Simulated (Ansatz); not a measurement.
## Relaxing a structure of MgB$_{2}$

The start is a relaxed MgB2 cell with every coordinate shifted by Gaussian noise of σ = 0.2 Å. The cell and all atomic positions are relaxed at zero pressure with PBEsol (plane waves to 420 eV, PAW, scalar-relativistic; Ansatz, a program for electronic structure). The first steps use a coarse 9×9×7 k-mesh.

Starting cell:
```
CELL_PARAMETERS angstrom
      3.06323     0.00000     0.00000
     -1.53162     2.65284     0.00000
      0.00000     0.00000     3.49988
ATOMIC_POSITIONS crystal
  Mg 0.05885 0.97408 0.98804
  B  0.69517 0.53066 0.51669
  B  0.36866 0.65558 0.63332
```

- Initial pressure: +47 GPa (positive: the cell is compressed)
- Largest initial force: about 14.7 eV/Å, on B2 (atoms numbered as listed)
- Energy released: 1.40 eV/atom
- Band gap at the end: no gap (metallic)
- Optimiser moves: 9

Relaxed structure:

```cif
data_B2Mg
_chemical_formula_sum 'Mg1 B2'
_space_group_name_H-M_alt 'P6/mmm'
_space_group_IT_number 191
_space_group_name_Hall '-P 6 2'
_cell_length_a 3.06323
_cell_length_b 3.06323
_cell_length_c 3.49987
_cell_angle_alpha 90.000
_cell_angle_beta 90.000
_cell_angle_gamma 120.000
loop_
_atom_site_label
_atom_site_type_symbol
_atom_site_symmetry_multiplicity
_atom_site_Wyckoff_symbol
_atom_site_fract_x
_atom_site_fract_y
_atom_site_fract_z
_atom_site_occupancy
Mg1 Mg 1 a 0.00000 0.00000 0.00000 1
B1 B 2 d 0.33333 0.66667 0.50000 1
```

Final values are on a 17×17×13 k-mesh of the relaxed cell. No spin polarisation in the result.
